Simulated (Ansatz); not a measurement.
A distorted cell of AlN (zinc blende):

```yaml
crystal:
  lattice:
    - [0.00000, 2.20161, 2.20161]
    - [2.20161, 0.00000, 2.20161]
    - [2.20161, 2.20161, 0.00000]
  atoms:
    - { symbol: N, position: [0.75000, 0.75000, 0.75000] }
    - { symbol: Al, position: [0.13172, 0.86828, 0.00000] }
```

Calculation: PBE (plane waves to 420 eV, PAW, scalar-relativistic; Ansatz, a first-principles code). k mesh 10×10×10 (Γ-centred), Fermi-Dirac smearing 0.05 eV. Energies are smeared free energies. Compression counts positive. AlN was relaxed with its symmetry unable to fall.

Question: What forces act on the atoms (eV/Å, Cartesian)?

Answer: 
```
atom      Fx      Fy      Fz
----  ------  ------  ------
N1    -5.056   5.056   5.411
Al2    5.056  -5.056  -5.411
```

Question: What is the stress tensor (GPa)?

Answer: 
```
   13.4    -20.6    -26.9
  -20.6     13.4     26.9
  -26.9     26.9     36.2
```
The pressure, a third of the trace, is 21.0 GPa.

Question: In it atom 2 sits (-0.290, 0.290, 0.000) Å away from its relaxed site. What is its energy relative to the relaxed cell?

Answer: 1310 meV/cell.

(A displaced cell: forces are minus the slopes of the energy, force constants its curvatures, and phonons follow from these.)
